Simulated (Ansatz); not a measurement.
C:
Space group Pn-3m, origin choice 1 (No. 224); a = 4.809 Å, b = 4.809 Å, c = 4.809 Å, α = 90.00°, β = 90.00°, γ = 90.00°

| atom | site | symmetry | x | y | z |
|---|---|---|---|---|---|
| C | 2a | -43m | 0.0000 | 0.0000 | 0.0000 |
| C | 8e | .3m | 0.1780 | 0.1780 | 0.1780 |

Relaxed with r²SCAN. DFT-r²SCAN in the program Ansatz with PAW potentials gives a gap of 4.53 eV.

Problem. What gap does HSE06 give on the same cell (Ansatz, PAW)?

Solution. 5.54 eV, 1.01 eV more. The hybrid was solved on a coarser mesh and at special points; its gap is the smallest among all of these.

```
k  v1 r²SCAN  c1 r²SCAN  v1 HSE06  c1 HSE06
-  ---------  ---------  --------  --------
Γ      -0.57       4.62       ___       ___
R       0.00       4.92       ___       ___
M      -0.67       5.08       ___       ___
X      -0.35       4.77     -0.36      5.80
```

Problem. Top valence (v1) and lowest conduction level (c1) in eV from each method's valence maximum (which need not be a listed point): supply the withheld HSE06 values.

Solution. 
- R, v1 HSE06: 0.00
- R, c1 HSE06: 5.94
- M, v1 HSE06: -0.69
- M, c1 HSE06: 6.11
- Γ, v1 HSE06: -0.55
- Γ, c1 HSE06: 5.58

Cost on shared cores: the r²SCAN run (SCF on a 6×6×6 mesh, then bands and DOS) around 50 core-seconds (rough), the HSE06 run (SCF on 4×4×4, then a few points) about 120 core-seconds (a rough figure); the tasks are unlike.

The start of the workflow was typed in or built on a structure type; neither database checked (COD, Materials Project) lists it. It is not the phase usual at ambient conditions (space group No. 194, 227). The r²SCAN relaxation kept the symmetry of its start; whether a distortion lowers the energy is not shown.

Potentials: the earlier of the program's two PAW sets.
